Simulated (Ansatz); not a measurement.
## SrTl: energy along a strain

SrTl, Pm-3m, a = 4.032 Å (as given, not relaxed at this level: -0.3 GPa). The structure is a COD entry; whether it is the stable form wasn't checked. Ansatz: PBEsol, PAW, 420 eV, Γ-centred 12×12×12 mesh on 2 atoms, Gaussian smearing 0.15 eV; no spin polarisation. Cell vectors (Å): 4.032 0.000 0.000; 0.000 4.032 0.000; 0.000 0.000 4.032. The cell is strained by x per cent times the pattern (1 -1 0 0 0 0) in the order xx yy zz yz xz xy (engineering shears), with fractional coordinates held. y is the free energy over the start, V0 = 32.774 Å³/atom. Symmetry makes y even in x.

| x (%) | y (meV/atom) |
| --- | --- |
| -2.00 | ? |
| -1.00 | 0.30 |
| 0.00 | 0.00 |
| 0.25 | 0.02 |
| 0.50 | 0.08 |
| 0.75 | 0.17 |
| 1.25 | 0.46 |
| 1.50 | 0.67 |
| 1.75 | 0.91 |

Problem. Fit y = c2 x² + c4 x⁴ to the other rows, get the stiffness along the pattern, and predict the missing energy.

Solution. Least squares on the rows shown. y = 0.2987 x² − 0.0005748 x⁴. The clamped-ion stiffness p·C·p = 2 × 2.987 eV × 160.2 / 32.774 Å³ = 29 GPa (second derivative at the start, which stands under stress). At x = -2.00 the fit asked for gives 1.19 meV/atom. The run gave 1.19 meV/atom, the same to the digits shown.

Spin–orbit coupling is left out, which can shift energies with elements as heavy as these.